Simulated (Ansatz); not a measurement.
PdSe$_{2}$O$_{5}$ in space group C2/c (No. 15; Pearson symbol mS32), the program Ansatz at the r²SCAN level (PAW), all energies at zero smearing, with the estimated change up to a 700 eV cutoff added, with one set of potentials and settings (totals compare only within such a set). Cell of 16 atoms (2 Pd, 4 Se, 10 O): -41555.027 eV.

```json
[
 {"element": "Pd", "reference phase": "Fm-3m, 1 atoms in the cell", "E (eV/atom)": "-6985.7456"},
 {"element": "Se", "reference phase": "P3_121, 3 atoms in the cell", "E (eV/atom)": "-5478.1269"},
 {"element": "O", "reference phase": "C2/m, 4 atoms in the cell, spin-polarised", "E (eV/atom)": "-566.0281"}
]
```

Formation energy per atom, worked out: (-41555.027 − 2×(-6985.7456) − 4×(-5478.1269) − 10×(-566.0281))/16 = -0.672 eV/atom (-65 kJ per mol of atoms), at 0 K, without zero-point energy or fitted corrections.

The first step of the workflow began from a Materials Project structure, measured or hypothetical; the Crystallography Open Database files this formula in space group No. 15, but the cells were not matched. Its standing as an ambient phase is unchecked. The cell was relaxed with r²SCAN under the symmetry of its start; its stability against distortions is not shown here. The run is not spin-polarised. A crystal of weakly bound chains computed without a dispersion correction: the cell and the soft elastic constants depend strongly on that. The references are the lowest solids computed at this level, not always the standard phases (solids in place of the gases).

Potentials: the later of the program's two PAW sets.
